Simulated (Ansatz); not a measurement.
Relaxed structures of Rh for which phonons were computed (DFPT at Γ and, for small cells, zone-boundary points). Level of theory: r2SCAN (plane waves to 500 eV, PAW, scalar-relativistic; Ansatz, a quantum-chemistry and plane-wave program).

```tsv
structure	E − E(Fm-3m, cF4, fcc (Cu type)) (eV/atom)	V (Å³/atom)
P6₃/mmc, hP2, hcp (Mg type)	0.05	13.77
Fm-3m, cF4, fcc (Cu type)	0.00	13.72
P6/mmm, hP3	0.24	14.09
P6₃/mmc, hP4, AFLOW prototype A_hP4_194_ac (A3', as in La)	0.02	13.74
Pm-3m, cP1, simple cubic type	0.80	15.86
```

### Question
Which of them are dynamically unstable at the sampled points?

### Answer
- P6₃/mmc, hP2, hcp (Mg type): nothing beyond 15i cm⁻¹
- Fm-3m, cF4, fcc (Cu type): nothing beyond 15i cm⁻¹
- P6/mmm, hP3: weakly unstable, which may be the coarse k-mesh's doing, lowest mode about 50i cm⁻¹
- P6₃/mmc, hP4, AFLOW prototype A_hP4_194_ac (A3', as in La): nothing beyond 15i cm⁻¹
- Pm-3m, cP1, simple cubic type: unstable, lowest mode about 65i cm⁻¹

Probably no minimum, since a slightly shaken restart fell lower: Pm-3m, cP1, simple cubic type (by 0.45 eV/atom, to I4/mmm). Each run could gain symmetry but not lose that of its start, so entries can be saddle points. From databases, or of a type measured for this composition: Fm-3m, cF4, fcc (Cu type); the others are generated cells (placed on structure types, drawn at random, substituted or restacked) that were not matched to a known phase here. Energies are at zero temperature and pressure, without zero-point motion. The runs use different k-meshes, so differences are rounded accordingly. No spin polarisation in the result.
